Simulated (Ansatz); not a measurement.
AlNi, one cell by several methods

```
Al Ni
1.0
     2.88100    0.00000    0.00000
     0.00000    2.88100    0.00000
     0.00000    0.00000    2.82338
Al Ni
1 1
Direct
  0.00000 0.00000 0.00000
  0.50000 0.50000 0.50000
```

Atom numbers follow the list: Al1, Ni2.

The conventional cell has a = 2.881 Å, b = 2.881 Å, c = 2.823 Å, α = 90.00°, β = 90.00°, γ = 90.00°. Al (atom 1) has 8 Ni at 2.48 Å and 2 Al at 2.82 Å as nearest neighbours. Ni (atom 2) is surrounded by 8 Al at 2.48 Å and 2 Ni at 2.82 Å.

The cell comes from COD entry 9008802, which wasn't checked; take it as a given geometry. The listed cell was then made from it by scaling, straining or moving an atom.

Methods: DFT, PBEsol, PAW with Ansatz's default frozen-core files, scalar-relativistic (Ansatz 0.2.0); DFT, PBEsol, all-electron PAW with datasets made for the crystal, scalar-relativistic (Ansatz 0.2.0); DFT, PBEsol, all-electron LAPW, scalar-relativistic (Ansatz 0.2.0).

For PAW: a Γ-centred 13×13×13 k mesh, Fermi–Dirac smearing of 0.05 eV, cutoff 420 eV, spin-polarised from start moments Ni2 1.5 μB (the moments died away, and the run ended non-magnetic); the PAW files were made with PBE, and the program remakes their frozen cores for this functional. The crystal-made all-electron datasets (AE datasets) take a cutoff of 280 eV at this cell. LAPW targets a basis error of 0.5 meV/atom. The Ansatz runs share mesh, smearing and spin set-up. Plane-wave (PAW) pressures include the program's estimate of the Pulay term.

Stress and pressure are positive in compression.

In a metal, gradients converge slowly with the k mesh: the values move by tens of per cent from one mesh to another, at times in sign, so only the comparison on one mesh counts.

| quantity | PAW | AE datasets | LAPW |
| --- | --- | --- | --- |
| pressure (GPa) | ? | 0.00 | 0.00 |
| stress xx (GPa) | ? | -0.77 | -0.78 |
| stress zz (GPa) | ? | 1.55 | 1.55 |
| field gradient Vzz at Ni2 (10²¹ V/m²) | -0.53 | -0.55 | – |

Task: Fill in "PAW" for the row "pressure (GPa)".

Result: 0.05.

Task: Give the missing entry: row "stress zz (GPa)", column "PAW".

Result: 1.60.

Task: Fill in "PAW" for the row "stress xx (GPa)".

Result: -0.72.
